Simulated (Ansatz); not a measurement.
**What one resistivity implies**

A comparison from first-principles data. Surface loss at microwave frequencies, Drude damping in the near infrared and electronic heat conduction all follow from the resistivity and the plasma energy of a metal.

The reference row is bcc W. Frequency 10 GHz, photon energy 0.8 eV, T = 300 K, Lorenz number 2.44×10⁻⁸ WΩ/K². All rows are cubic metals, run without spin polarisation.

### Data

Where the numbers come from (Ansatz, a plane-wave PAW program): resistivity, plasma energy, N(E_F): PBEsol, Boltzmann equation with harmonic phonons, 300 K, mean over directions.

Definitions used: R_s = √(πfμ₀ρ) = 6.283 mΩ × √(f ρ); ħγ = ħε₀ω_p²ρ = 0.1345 meV × (ħω_p)² ρ; quality = ω/γ; κ_e = L₀T/ρ = 732/ρ.

| crystal | ρ (μΩ·cm) | ħω_p (eV) | N(E_F) (states/eV/atom) | surface resistance (mΩ) | damping ħγ (meV) | Drude quality | electronic κ (W/(m·K)) |
|---|---|---|---|---|---|---|---|
| YS (rock salt) | 20 | 6.9 | 0.45 | 89 | 128 | 6.3 | 37 |
| LaS (rock salt) | 14 | 5.8 | 0.58 | 74 | 63.3 | 13 | 52 |
| bcc W, reference | 5.1 | 7.9 | 0.44 | 45 | 42.8 | 19 | 140 |
| InTe (rock salt) | 19 | 6.8 | 0.43 | 87 | 118 | 6.8 | 39 |

Not checked to be the ambient phase: YS (rock salt); LaS (rock salt); InTe (rock salt). Spin–orbit coupling is left out unless named.

### Worked example

The steps for YS (rock salt):

- R_s = 6.283 × √(10 × 20) = 89 mΩ
- ħγ = 0.1345 × 6.9² × 20 = 128 meV
- Drude quality: 800/128 = 6.3
- κ_e = 732/20 = 37 W/(m·K)

### Result

In order of Drude quality, highest first: bcc W (19 ± 3.5), LaS (rock salt) (13 ± 2.4), InTe (rock salt) (6.8 ± 1.3) ≈ YS (rock salt) (6.3 ± 1.2). The ± follows from allowances picked for this note (resistivity 12 %, plasma energy 4 %, 12 % for the model), carried to first order and added in quadrature; ≈ joins neighbours closer than their two ± added in quadrature. On this figure 0 of 3 candidates do clearly better than the reference.

Wanted are high Drude quality and high plasma energy; no other row betters these on both counts: bcc W (19, 7.9). The reference is on the front.

### Caveats

Only phonon scattering is included, so films lose more. Interband absorption, often the larger optical loss, is outside the Drude quality. Resistivities move by up to 12 % from half the mesh. The rows are a sample of cubic metals; oxides, V to Ni (no spin in these runs) and Tl, Pb, Bi were not drawn. Limits of the draw: cubic metals without O, V to Ni, Tl, Pb or Bi. As a rule kept out of such tables: 4f compounds, open-shell compounds run without a Hubbard term, cells found unstable in the tests at hand, cells close to a higher symmetry, and runs set to a pressure or over 12 % in volume from the crystal's fullest run.
